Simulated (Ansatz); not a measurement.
A relaxed cell of TiGe is given with its symmetry left out. The cell was found from a structure generator's guess, not taken from experiment.

The calculation used DFT PBE, scalar-relativistic, plane waves, PAW (Ansatz 0.2.0). Cutoff 420 eV, Γ-centred mesh, Gaussian smearing, no spin polarisation.

```xyz
4
Lattice="0.0000 3.2271 3.2271 3.2271 0.0000 3.2271 3.2271 3.2271 0.0000" Properties=species:S:1:pos:R:3 pbc="T T T"
Ti    1.6135    1.6135    1.6135
Ti    0.0000    0.0000    0.0000
Ge    4.8406    4.8406    4.8406
Ge    3.2271    3.2271    3.2271
```

Formation energies are uncorrected and refer to the elements' standard structures at the same level.

Question: Find its symmetry and describe it.

Answer: Fd-3m (No. 227), the NaTl (B32) type. Conventional cell: a = 6.454 Å. Ti is surrounded by 4 Ge at 2.79 Å, 4 Ti at 2.79 Å and 6 Ge at 3.23 Å; around Ge lie 4 Ge at 2.79 Å, 4 Ti at 2.79 Å and 6 Ti at 3.23 Å.

Question: How far does it lie from the elements in energy?

Answer: +0.09 eV/atom. A positive value: parting into the elements would lower its energy.

Question: Is it a metal?

Answer: Yes, bands cross the Fermi level on the 12×12×12 mesh.

The last run used a 12×12×12 mesh for its 4-atom cell and Gaussian smearing of 0.10 eV. The cell is a metal run without spin; a magnetic state may lie lower. A structure relaxed within its symmetry needn't be a true minimum.
